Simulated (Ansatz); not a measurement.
# Si3N4: do the settings matter for the field gradients?

This input was run with Ansatz:

```yaml
crystal:
  lattice:
    - [7.614, 0.0, 0.0]
    - [-3.807, 6.5939174244, 0.0]
    - [0.0, 0.0, 2.9123]
  atoms:
    - { symbol: Si, position: [0.1799, 0.7733, 0.25] }
    - { symbol: Si, position: [0.4066, 0.1799, 0.75] }
    - { symbol: Si, position: [0.2267, 0.4066, 0.25] }
    - { symbol: Si, position: [0.8201, 0.2267, 0.75] }
    - { symbol: Si, position: [0.5934, 0.8201, 0.25] }
    - { symbol: Si, position: [0.7733, 0.5934, 0.75] }
    - { symbol: "N", position: [0.3333333333, 0.6666666667, 0.25] }
    - { symbol: "N", position: [0.6666666667, 0.3333333333, 0.75] }
    - { symbol: "N", position: [0.3356, 0.033, 0.25] }
    - { symbol: "N", position: [0.3026, 0.3356, 0.75] }
    - { symbol: "N", position: [0.967, 0.3026, 0.25] }
    - { symbol: "N", position: [0.6644, 0.967, 0.75] }
    - { symbol: "N", position: [0.6974, 0.6644, 0.25] }
    - { symbol: "N", position: [0.033, 0.6974, 0.75] }
kpoints:
  mp_grid: { grid: [4, 4, 9] }
scf:
  occupations: { method: fermi_dirac, width: 0.02 }
hamiltonian:
  xc: pbe
  pseudopotentials: { kind: paw, frozen_core: stored }
output:
  forces: true
  stress: true
  populations: true
  efg: { quadrupole_moments_barn: { "N": 0.02044 } }
total_charge: -1
```

It converged. Of its output the block on the nuclei alone is shown, without the SCF iterations, energies, forces and stress (one atom of each set):

```
--- PAW observables at the nuclei: V_zz in 10²¹ V/m², potentials from the cell's mean, atoms counted from 1 ---
  atom   1  Si V_zz =    -0.612296   η = 0.0733   by run symmetry: allowed
            electrostatic potential = -1360.128179 V   contact ρ = none
  atom   7  N  V_zz =    -4.932333   η = 0.0000   by run symmetry: allowed   C_q = -2.4377 MHz
            electrostatic potential = -516.469915 V   contact ρ = none
  atom   9  N  V_zz =    -5.078484   η = 0.0658   by run symmetry: allowed   C_q = -2.5100 MHz
            electrostatic potential = -516.057553 V   contact ρ = none
```

(1) Can these gradients be trusted, and how do they compare with a run on standard settings?

Results:

(1) Only as results of these settings. Against the standard input the change is `total_charge`: not typed → -1. A site carries the number of its first atom; V_zz in 10²¹ V/m².

| site | V_zz standard | η standard | V_zz here | η here |
| --- | --- | --- | --- | --- |
| Si | -0.81 | 0.24 | -0.61 | 0.07 |
| N7 | -5.05 | 0.00 | -4.93 | 0.00 |
| N9 | -5.23 | 0.05 | -5.08 | 0.07 |

The largest change of V_zz is on Si, from -0.81 to -0.61. In per cent, |V_zz| changes by -3 to -2 on N (all sites that start above 2). Where |V_zz| stays above 0.1, η moves most on Si, from 0.24 to 0.07. The changed cell holds a charge of -1 on a uniform background, so it isn't the neutral crystal. It has an odd number of electrons and no spin polarisation, so the extra carrier is shared by both spins and spread out, where a real one carries spin and can localise. The gap no longer holds the Fermi energy in the changed run, so its gradients also hang on the k-mesh and the smearing. SCF iterations: 7 and 9.

On the reference run: At this cell the principal stresses reach 6 GPa in size with PBE, which can matter for small gradients. The largest force is 0.5 eV/Å, so the atoms aren't at the calculated equilibrium and relaxing them would move these values.
